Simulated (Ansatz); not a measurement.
Consider the following.

Relaxed MgH$_{2}$ (rutile):

```
MgH2
1.0
    4.51729     0.00000     0.00000
    0.00000     4.51729     0.00000
    0.00000     0.00000     3.01286
Mg H
2 4
Cartesian
  0.00000   0.00000   0.00000
  2.25865   2.25865   1.50643
  1.37511   1.37511   0.00000
  3.63375   0.88354   1.50643
  0.88354   3.63375   1.50643
  3.14219   3.14219   0.00000
```

A phonon eigenvector at Γ is frozen into this cell: atom i moves by Q times the vector below, so Q is the largest atomic displacement, in Å. The cell is held.

```tsv
atom	x	y	z
H3	0.707	0.707	0.000
H4	0.707	-0.707	0.000
H5	-0.707	0.707	0.000
H6	-0.707	-0.707	0.000
```

Atoms not listed stay in place.

The numbers are results of PBE (plane waves to 420 eV, PAW, scalar-relativistic; Ansatz, a quantum-chemistry and plane-wave program), not measurements. k mesh 7×7×11 (Γ-centred), Fermi-Dirac smearing 0.05 eV. The energy includes the smearing's −TS. MgH2 was relaxed with its symmetry unable to fall. The zero of ΔE is the undisplaced structure.

The scan covers Q from -0.100 to 0.100 Å in 13 points.

### Question
Which space group does the distorted structure have?

### Answer
P4_2/mnm (No. 136), as undistorted: a fully symmetric mode.

### Question
Is this a single well or a double well?

### Answer
A single well with its minimum at or next to zero displacement.

### Question
What is the energy change at Q = 0.100 Å?

### Answer
121.6 meV/cell.

### Question
What harmonic wavenumber does the curvature at Q = 0 give?

### Answer
1275 cm⁻¹.

(A displaced cell: forces are minus the slopes of the energy, force constants its curvatures, and phonons follow from these.)
